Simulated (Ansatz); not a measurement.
Hf (Fm-3m), tetragonal deformation path

Method: Ansatz, DFT LDA, scalar-relativistic, plane waves, PAW. Cutoff 420 eV, Γ-centred 20×20×20 k-points, Gaussian smearing of 0.15 eV. Spin–orbit coupling is left out, which can shift energies with elements as heavy as these. No spin polarisation. Energies are free energies at this smearing, counted from the undisturbed cell; pressure is positive in compression.

The undisturbed cell (as given, not relaxed at this level; it stands at -5.7 GPa; this fcc form isn't the usual structure):

```
Hf
1.0
     0.00000    2.22000    2.22000
     2.22000    0.00000    2.22000
     2.22000    2.22000    0.00000
Hf
1
Direct
  0.00000 0.00000 0.00000
```

At fixed volume and fractional coordinates, lengths along (0.000, 0.000, 1.000) are scaled against those across it; ρ is that ratio over its starting value. The cell is metallic on the mesh throughout. At ρ = 0.707 the cell becomes cubic (Im-3m), and there the slope of the energy vanishes by symmetry.

```tsv
ρ	ΔE (meV/atom)	pressure (GPa)
0.707	93.0	-7.0
0.850	47.7	-5.9
1.000	0.0	-5.7
1.200	73.6	-6.1
1.414	254.6	-5.8
```